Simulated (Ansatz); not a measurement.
A geometry of Sn away from equilibrium: the start of the relaxation of a relaxed Sn cell with every coordinate shifted by Gaussian noise of σ = 0.1 Å. Computed with PBEsol (plane waves to 420 eV, PAW, scalar-relativistic; Ansatz, a program for electronic structure). Γ-centred k-mesh 12×12×8 on the run's cell (coarser than for final values), Fermi–Dirac smearing 0.05 eV.

```xyz
2
Lattice="-2.9166 2.9166 1.5790 2.9166 -2.9166 1.5790 2.9166 2.9166 -1.5790" Properties=species:S:1:pos:R:3:forces:R:3 pbc="T T T" free_energy=-11899.688 pressure_GPa=0.2
Sn     0.0395     2.9473     0.9010    0.3727   -0.1829   -0.0262
Sn     0.1356    -0.0225     0.0962   -0.3727    0.1829    0.0262
```

Positions in Å, forces in eV/Å, free energy of the cell in eV (comparable only within this code, potentials and settings). Largest force: 0.42 eV/Å, on Sn1, Sn2 (atoms numbered as listed); the geometry lies 0.01 eV/atom above the end of its relaxation.

No spin polarisation in the result.

The run could not lose the symmetry of its start: the end is stationary, and may be a saddle point rather than a minimum.

The end of the path is a generated cell of Sn: the first start was made by placing the elements on the sites of a structure type, and the end was not matched to a known phase here, so it may be hypothetical. Known forms of Sn include space group No. 141, 227.
